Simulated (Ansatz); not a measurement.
Computed with DFT PBE, scalar-relativistic, plane waves, PAW in Ansatz. Settings: cutoff 420 eV, Γ-centred meshes spaced at most about 0.3 Å⁻¹, and about 0.25 Å⁻¹ or finer for metals (2π included), Gaussian smearing. No spin polarisation in the final relaxations.

These are static total energies at zero pressure.

Compare these two cells of HfNb3F, each relaxed at this level.

1.

```xyz
5
Lattice="4.4123 0.0000 0.0000 0.0000 4.4123 0.0000 0.0000 0.0000 4.4123" Properties=species:S:1:pos:R:3 pbc="T T T"
Hf    0.0000    0.0000    0.0000
Nb    0.0000    2.2061    2.2061
Nb    2.2061    0.0000    2.2061
Nb    2.2061    2.2061    0.0000
F     2.2061    2.2061    2.2061
```

2.

```xyz
5
Lattice="6.5603 0.0000 0.0000 -3.2801 5.6814 0.0000 0.0000 0.0000 4.6442" Properties=species:S:1:pos:R:3 pbc="T T T"
Hf    0.0000    3.7876    0.0000
Nb    1.3303    3.0195    2.3221
Nb    0.0000    5.3236    2.3221
Nb   -1.3303    3.0195    2.3221
F     3.2801    1.8938    2.3221
```

Problem. Which is lower in energy, and by how much?

Solution. Cell 1 is lower, by 0.95 eV/atom. Cell 1 has the antiperovskite type, space group Pm-3m (No. 221), 17.2 Å³/atom and no gap on its mesh; cell 2 has space group P-6m2 (No. 187), 34.6 Å³/atom and no gap. Counting Hf or Nb atoms around F (for each partner element, those within 1.25 times its shortest distance or 1.15 times the sum of covalent radii, where it is the nearest in units of that sum or under 1.3), cell 1 has F 6 and cell 2 has F 3. The denser one is the lower, and pressure would at first widen the difference. Both come from invented guesses.

These runs have no spin–orbit coupling, which can matter for Hf. A magnetic state wasn't ruled out in cells without spin, among them Pm-3m, P-6m2. Cells relaxed within their symmetry can be saddle points.
